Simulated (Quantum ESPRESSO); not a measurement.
## Ga4O4FN (one run as intended and one with a planted mistake)

Computed values, not a measurement. The program is pw.x of Quantum ESPRESSO 7.5 (plane-wave density functional theory). The cell is made up: 10 atoms on a corundum lattice, with randomly drawn elements, strain and displacements, not relaxed. PseudoDojo standard norm-conserving files (v0.5 for PBE, v0.4.1 for LDA and PBEsol) set the functional; there is no spin polarisation, spin-orbit coupling or dispersion term, and the masses in the input are unused placeholders.

Intended input:

```
&control calculation='scf', pseudo_dir='./dojo.nc.sr.pbe.v0_5.standard.upf', outdir='./o', disk_io='low', tprnfor=.true., tstress=.true. /
&system ibrav=0, nat=10, ntyp=4, nbnd=50, ecutwfc=84.00895049, nosym=.true., tot_charge=0,
 occupations='smearing', smearing='fd', degauss=0.0018374661
/
&electrons conv_thr=7.350e-09, electron_maxstep=60, /
ATOMIC_SPECIES
F 1.0 F.upf
Ga 1.0 Ga.upf
N 1.0 N.upf
O 1.0 O.upf
CELL_PARAMETERS angstrom
2.5076 1.4478 4.5031
-2.5076 1.4478 4.5031
0.0 -2.8955 4.5031
ATOMIC_POSITIONS angstrom
Ga -0.0086 0.0399 4.8919
Ga 0.0304 -0.1287 1.9905
Ga -0.0498 0.0299 8.6096
Ga -0.087 0.0775 11.3889
O -0.9552 1.3843 7.9346
O -0.7865 -1.6546 7.9468
O 1.8097 0.1148 7.9265
O 1.0483 -1.4557 5.6074
F 0.7233 1.537 5.4824
N -1.6253 -0.0801 5.657
K_POINTS automatic
5 5 5 1 1 1
```

The log is shortened where brackets say so; the opening notice, blank lines, dates and the lines on written files are dropped, and the path of the files is cut. It prints rydbergs, bohrs and kilobars, and counts compression as positive stress. Where no state is partly filled, the Fermi energy that it prints is only some level between the filled and the empty states on the mesh, and need not lie in the true gap.

Log of the intended run:

```
     Program PWSCF v.7.5
     Parallel version (MPI & OpenMP), running on       4 processor cores
     Number of MPI processes:                 4
     Threads/MPI process:                     1
     [start-up lines left out]
     bravais-lattice index     =            0
     lattice parameter (alat)  =      10.1170  a.u.
     unit-cell volume          =     661.9364 (a.u.)^3
     number of atoms/cell      =           10
     number of atomic types    =            4
     number of electrons       =        88.00
     number of Kohn-Sham states=           50
     kinetic-energy cutoff     =      84.0090  Ry
     charge density cutoff     =     336.0358  Ry
     scf convergence threshold =      7.3E-09
     mixing beta               =       0.7000
     number of iterations used =            8  plain     mixing
     Exchange-correlation= PBE
                           (   1   4   3   4   0   0   0)
     [axes and pseudopotential details left out]
   Cartesian axes
     site n.     atom                  positions (alat units)
         1        Ga     tau(   1) = (  -0.0016064   0.0074528   0.9137421  )
         2        Ga     tau(   2) = (   0.0056783  -0.0240395   0.3717990  )
         3        Ga     tau(   3) = (  -0.0093020   0.0055849   1.6081592  )
         4        Ga     tau(   4) = (  -0.0162504   0.0144760   2.1272956  )
         5        O      tau(   5) = (  -0.1784187   0.2585689   1.4820781  )
         6        O      tau(   6) = (  -0.1469078  -0.3090573   1.4843569  )
         7        O      tau(   7) = (   0.3380280   0.0214431   1.4805651  )
         8        O      tau(   8) = (   0.1958085  -0.2719055   1.0473880  )
         9        F      tau(   9) = (   0.1351029   0.2870912   1.0240397  )
        10        N      tau(  10) = (  -0.3035845  -0.0149616   1.0566526  )
     number of k points=    63  Fermi-Dirac smearing, width (Ry)=  0.0018
                       cart. coord. in units 2pi/alat
        k(    1) = (   0.0000000   0.0000000   0.1188892), wk =   0.0320000
        k(    2) = (   0.0000000  -0.2465268   0.1981505), wk =   0.0320000
     [further k points left out]
     Dense  grid:    68917 G-vectors     FFT dimensions: (  60,  60,  60)
     Estimated max dynamical RAM per process >     213.19 MB
     Estimated total dynamical RAM >     802.30 MB
     Initial potential from superposition of free atoms
     starting charge      87.9893, renormalised to      88.0000
     Starting wfcs are   60 randomized atomic wfcs
     total cpu time spent up to now is        7.2 secs
     per-process dynamical memory:   171.8 Mb
     Self-consistent Calculation
     iteration #  1     ecut=    84.01 Ry     beta= 0.70
     Davidson diagonalization with overlap
     ethr =  1.00E-02,  avg # of iterations =  2.7
     total cpu time spent up to now is       22.5 secs
     total energy              =    -813.16159697 Ry
     estimated scf accuracy    <       2.42000055 Ry
     iteration #  2     ecut=    84.01 Ry     beta= 0.70
     Davidson diagonalization with overlap
     ethr =  2.75E-03,  avg # of iterations =  3.0
     total cpu time spent up to now is       37.0 secs
     total energy              =    -813.73672375 Ry
     estimated scf accuracy    <       2.79645226 Ry
     [iterations 3 to 11 left out]
     iteration # 12     ecut=    84.01 Ry     beta= 0.70
     Davidson diagonalization with overlap
     ethr =  9.02E-11,  avg # of iterations =  3.0
     total cpu time spent up to now is      176.1 secs
     total energy              =    -814.29300839 Ry
     estimated scf accuracy    <       0.00000002 Ry
     iteration # 13     ecut=    84.01 Ry     beta= 0.70
     Davidson diagonalization with overlap
     ethr =  2.49E-11,  avg # of iterations =  2.0
     total cpu time spent up to now is      188.7 secs
     End of self-consistent calculation
     [lines on levels left out]
     the Fermi energy is    12.3171 ev
!    total energy              =    -814.29300839 Ry
     estimated scf accuracy    <          1.7E-09 Ry
     smearing contrib. (-TS)   =      -0.00000000 Ry
     internal energy E=F+TS    =    -814.29300839 Ry
     The total energy is F=E-TS. E is the sum of the following terms:
     one-electron contribution =    -228.38775847 Ry
     hartree contribution      =     199.18626590 Ry
     xc contribution           =    -219.22899711 Ry
     ewald contribution        =    -565.86251871 Ry
     convergence has been achieved in  13 iterations
     Forces acting on atoms (cartesian axes, Ry/au):
     atom    1 type  2   force =    -0.03332976   -0.13679511   -0.09919808
     atom    2 type  2   force =     0.05245448    0.05817086    0.04542071
     atom    3 type  2   force =     0.04618000   -0.00260525   -0.00721486
     atom    4 type  2   force =     0.05965190    0.02158771    0.09773063
     atom    5 type  4   force =    -0.03459694    0.11558172   -0.06334405
     atom    6 type  4   force =     0.01678498    0.00801238   -0.05315825
     atom    7 type  4   force =    -0.05192294   -0.02228193   -0.01291829
     atom    8 type  4   force =    -0.04162609   -0.01750301    0.00697073
     atom    9 type  1   force =     0.08389906    0.06257496    0.06525907
     atom   10 type  3   force =    -0.09749469   -0.08674232    0.02045239
     Total force =     0.336865     Total SCF correction =     0.000088
     Computing stress (Cartesian axis) and pressure
          total   stress  (Ry/bohr**3)                   (kbar)     P=      172.48
   0.00103996  -0.00022251   0.00025127          152.98      -32.73       36.96
  -0.00022251   0.00147594   0.00010413          -32.73      217.12       15.32
   0.00025127   0.00010413   0.00100151           36.96       15.32      147.33
     init_run     :      6.82s CPU      7.04s WALL (       1 calls)
     electrons    :    180.48s CPU    181.46s WALL (       1 calls)
     forces       :      1.69s CPU      1.70s WALL (       1 calls)
     stress       :      5.85s CPU      5.85s WALL (       1 calls)
     [timing details left out]
     PWSCF        :   3m15.13s CPU   3m16.42s WALL
     JOB DONE.
```

A second run has one planted mistake: the files are those of another functional. The input lines that differ, file-writing options aside:

```
- &control calculation='scf', pseudo_dir='./dojo.nc.sr.pbe.v0_5.standard.upf', outdir='./o', disk_io='low', tprnfor=.true., tstress=.true. /
+ &control calculation='scf', pseudo_dir='./dojo.nc.sr.pbesol.v0_4_1.standard.upf', outdir='./o', disk_io='low', tprnfor=.true., tstress=.true. /
```

Its log:

```
     Program PWSCF v.7.5
     Parallel version (MPI & OpenMP), running on       4 processor cores
     Number of MPI processes:                 4
     Threads/MPI process:                     1
     [start-up lines left out]
     bravais-lattice index     =            0
     lattice parameter (alat)  =      10.1170  a.u.
     unit-cell volume          =     661.9364 (a.u.)^3
     number of atoms/cell      =           10
     number of atomic types    =            4
     number of electrons       =        88.00
     number of Kohn-Sham states=           50
     kinetic-energy cutoff     =      84.0090  Ry
     charge density cutoff     =     336.0358  Ry
     scf convergence threshold =      7.3E-09
     mixing beta               =       0.7000
     number of iterations used =            8  plain     mixing
     Exchange-correlation= PBESOL
                           (   1   4  10   8   0   0   0)
     [axes and pseudopotential details left out]
   Cartesian axes
     site n.     atom                  positions (alat units)
         1        Ga     tau(   1) = (  -0.0016064   0.0074528   0.9137421  )
         2        Ga     tau(   2) = (   0.0056783  -0.0240395   0.3717990  )
         3        Ga     tau(   3) = (  -0.0093020   0.0055849   1.6081592  )
         4        Ga     tau(   4) = (  -0.0162504   0.0144760   2.1272956  )
         5        O      tau(   5) = (  -0.1784187   0.2585689   1.4820781  )
         6        O      tau(   6) = (  -0.1469078  -0.3090573   1.4843569  )
         7        O      tau(   7) = (   0.3380280   0.0214431   1.4805651  )
         8        O      tau(   8) = (   0.1958085  -0.2719055   1.0473880  )
         9        F      tau(   9) = (   0.1351029   0.2870912   1.0240397  )
        10        N      tau(  10) = (  -0.3035845  -0.0149616   1.0566526  )
     number of k points=    63  Fermi-Dirac smearing, width (Ry)=  0.0018
                       cart. coord. in units 2pi/alat
        k(    1) = (   0.0000000   0.0000000   0.1188892), wk =   0.0320000
        k(    2) = (   0.0000000  -0.2465268   0.1981505), wk =   0.0320000
     [further k points left out]
     Dense  grid:    68917 G-vectors     FFT dimensions: (  60,  60,  60)
     Estimated max dynamical RAM per process >     213.19 MB
     Estimated total dynamical RAM >     802.30 MB
     Initial potential from superposition of free atoms
     starting charge      87.9902, renormalised to      88.0000
     Starting wfcs are   60 randomized atomic wfcs
     total cpu time spent up to now is        7.0 secs
     per-process dynamical memory:   170.0 Mb
     Self-consistent Calculation
     iteration #  1     ecut=    84.01 Ry     beta= 0.70
     Davidson diagonalization with overlap
     ethr =  1.00E-02,  avg # of iterations =  2.7
     total cpu time spent up to now is       21.4 secs
     total energy              =    -811.67255315 Ry
     estimated scf accuracy    <       2.22077514 Ry
     iteration #  2     ecut=    84.01 Ry     beta= 0.70
     Davidson diagonalization with overlap
     ethr =  2.52E-03,  avg # of iterations =  3.0
     total cpu time spent up to now is       35.6 secs
     total energy              =    -812.19039363 Ry
     estimated scf accuracy    <       2.66265677 Ry
     [iterations 3 to 11 left out]
     iteration # 12     ecut=    84.01 Ry     beta= 0.70
     Davidson diagonalization with overlap
     ethr =  8.17E-11,  avg # of iterations =  3.0
     total cpu time spent up to now is      170.1 secs
     total energy              =    -812.71946534 Ry
     estimated scf accuracy    <       0.00000002 Ry
     iteration # 13     ecut=    84.01 Ry     beta= 0.70
     Davidson diagonalization with overlap
     ethr =  1.87E-11,  avg # of iterations =  2.0
     total cpu time spent up to now is      183.2 secs
     End of self-consistent calculation
     [lines on levels left out]
     the Fermi energy is    12.1004 ev
!    total energy              =    -812.71946534 Ry
     estimated scf accuracy    <          1.6E-09 Ry
     smearing contrib. (-TS)   =      -0.00000000 Ry
     internal energy E=F+TS    =    -812.71946534 Ry
     The total energy is F=E-TS. E is the sum of the following terms:
     one-electron contribution =    -228.79490408 Ry
     hartree contribution      =     198.46964685 Ry
     xc contribution           =    -216.53168940 Ry
     ewald contribution        =    -565.86251871 Ry
     convergence has been achieved in  13 iterations
     Forces acting on atoms (cartesian axes, Ry/au):
     atom    1 type  2   force =    -0.03293279   -0.13172763   -0.09820653
     atom    2 type  2   force =     0.05360002    0.05502331    0.04730520
     atom    3 type  2   force =     0.04316156   -0.00124675   -0.00679146
     atom    4 type  2   force =     0.05660263    0.02340809    0.09404039
     atom    5 type  4   force =    -0.03502324    0.11044247   -0.06143936
     atom    6 type  4   force =     0.01907694    0.00715737   -0.05060677
     atom    7 type  4   force =    -0.05032381   -0.02057097   -0.01468191
     atom    8 type  4   force =    -0.03709828   -0.01635514    0.00745989
     atom    9 type  1   force =     0.07923691    0.05909330    0.06228104
     atom   10 type  3   force =    -0.09629993   -0.08522406    0.02063952
     Total force =     0.326165     Total SCF correction =     0.000088
     Computing stress (Cartesian axis) and pressure
          total   stress  (Ry/bohr**3)                   (kbar)     P=       97.67
   0.00053114  -0.00021693   0.00024558           78.13      -31.91       36.13
  -0.00021693   0.00094392   0.00010252          -31.91      138.85       15.08
   0.00024558   0.00010252   0.00051682           36.13       15.08       76.03
     init_run     :      6.59s CPU      6.83s WALL (       1 calls)
     electrons    :    175.37s CPU    176.26s WALL (       1 calls)
     forces       :      1.72s CPU      1.73s WALL (       1 calls)
     stress       :      6.27s CPU      6.27s WALL (       1 calls)
     [timing details left out]
     PWSCF        :   3m10.21s CPU   3m11.41s WALL
     JOB DONE.
```

|  | intended run | run with the mistake |
| --- | --- | --- |
| free energy (eV) | -11079.021 | -11057.612 |
| smearing term -TS (eV) | 0.0000 | 0.0000 |
| pressure (GPa) | 17.25 | 9.77 |
| largest force component (eV/Å) | 3.517 | 3.387 |
| largest change of a force component (eV/Å) |  | 0.132 |
| iterations | 13 | 13 |

For scale, a rerun of the intended cell at 1437 eV and a 7 x 7 x 7 mesh moved values by no more than 0.004 eV in energy, 0.02 GPa in stress and 0.002 eV/Å in force. Files of another functional have another zero of energy, so the energy change says nothing on stability.